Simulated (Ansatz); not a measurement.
**Ga₄P: computed properties**

Computed with DFT PBE, scalar-relativistic, plane waves, PAW (Ansatz).

Cutoff 420 eV; k points 10×10×10 on the computed 5-atom cell (Γ-centred); Gaussian smearing, width 0.10 eV; no spin polarisation.

The structure is relaxed at this level of theory with its symmetry kept, and needn't be the ground state of this composition.

```yaml
crystal:
  lattice:
    - [-2.97576, 2.97576, 2.97576]
    - [2.97576, -2.97576, 2.97576]
    - [2.97576, 2.97576, -2.97576]
  atoms:
    - { symbol: Ga, position: [0.00000, 0.00000, 0.50000] }
    - { symbol: Ga, position: [0.50000, 0.00000, 0.00000] }
    - { symbol: Ga, position: [0.50000, 0.50000, 0.50000] }
    - { symbol: Ga, position: [0.00000, 0.50000, 0.00000] }
    - { symbol: P, position: [0.00000, 0.00000, 0.00000] }
```

(1) Formation energy from the elements' standard states (uncorrected)?

(2) Kohn–Sham band gap?

(3) Density of states at the Fermi level?

(4) Orbital (Löwdin) character within 0.5 eV of the Fermi level?

(5) Bader charge by site (e)?

Answers

(1) +0.258 eV/atom.

(2) none (metal).

(3) 2.9 states/eV per cell.

(4) Ga 4p 58 %, Ga 4s 20 %, P 3p 17 %.

(5) Ga (4 in the cell) 0.19, P (1 in the cell) -0.76.

Another cell of Ga4P relaxed alike, in P4/nbm, lies 224 meV/atom lower, so this cell isn't the stable form at this level.

The cell was found from a structure generator's guess, not taken from experiment. Löwdin shares on free-atom orbitals overweight diffuse shells.
